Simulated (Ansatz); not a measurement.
**Stability checks on a candidate for Zr3SbH**

The cell was found from a structure generator's guess, not taken from experiment.

All numbers below come from DFT PBE, scalar-relativistic, plane waves, PAW (Ansatz). The final run on the 5-atom cell used 420 eV, a Γ-centred 8×8×8 mesh, 0.10 eV smearing and no spin polarisation.

```cif
data_structure
_symmetry_space_group_name_H-M 'Pm-3m'
_symmetry_Int_Tables_number 221
_cell_length_a 4.4683
_cell_length_b 4.4683
_cell_length_c 4.4683
_cell_angle_alpha 90.000
_cell_angle_beta 90.000
_cell_angle_gamma 90.000
_cell_volume 89.22
loop_
_atom_site_label
_atom_site_type_symbol
_atom_site_symmetry_multiplicity
_atom_site_Wyckoff_symbol
_atom_site_fract_x
_atom_site_fract_y
_atom_site_fract_z
_atom_site_occupancy
Zr1 Zr 3 c 0.00000 0.50000 0.50000 1
Sb1 Sb 1 a 0.00000 0.00000 0.00000 1
H1 H 1 b 0.50000 0.50000 0.50000 1
```

Formation energies are uncorrected and refer to the elements' standard structures at the same level (H₂ as a molecule).

Problem. These tests were run: energy against the elements; phonons at Γ; elastic tensor. What do they show?

Solution.

| test | result |
| --- | --- |
| energy against the elements | −0.50 eV/atom |
| phonons at Γ | lowest optical mode 143 cm⁻¹ |
| elastic tensor | least eigenvalue 22 GPa |

It fails none of these tests. Other phases of the system weren't compared here, so this isn't yet thermodynamic stability. Phonons away from Γ weren't computed.

Spin–orbit coupling, which can matter for Sb, is left out. With hydrogen, zero-point motion can shift formation energies by some tens of meV/atom. The run for the phonons used an 8×8×8 k mesh and Fermi–Dirac smearing of 0.15 eV. The run for the elastic tensor used an 8×8×8 k mesh and Fermi–Dirac smearing of 0.15 eV.
